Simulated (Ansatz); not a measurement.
ScSi (CsCl type, space group No. 221) at seven volumes, PBE (plane waves, PAW; program Ansatz), scaled uniformly. One row is withheld.

| V (Å³/atom) | P (GPa) |
|---|---|
| 16.653 | 9.64 |
| 17.202 | 6.03 |
| 17.751 | 2.79 |
| 18.300 | 0.00 |
| 18.849 | -2.40 |
| 19.398 | -4.45 |
| 19.947 | ? |

Fit the shown pressures and predict the withheld one.

Third-order Birch–Murnaghan: P = (3/2)B₀(x^(7/2) − x^(5/2))[1 + (3/4)(B′ − 4)(x − 1)] with x = (V₀/V)^(2/3). Least squares on the six rows gives V₀ = 18.305 Å³/atom, B₀ = 85.84 GPa, B′ = 3.69. At V = 19.947, x = 0.9443 and P = -6.29 GPa. The run itself gave -6.21 GPa.

Space group Pm-3m (CsCl type). The cell is a constructed one: a structure type filled with these elements; neither database checked (COD, Materials Project) lists it. Its standing as an ambient phase is unchecked. The cell was relaxed with PBE under the symmetry of its start; its stability against distortions is not shown here. The run is not spin-polarised.

Potentials: the later of the program's two PAW sets.
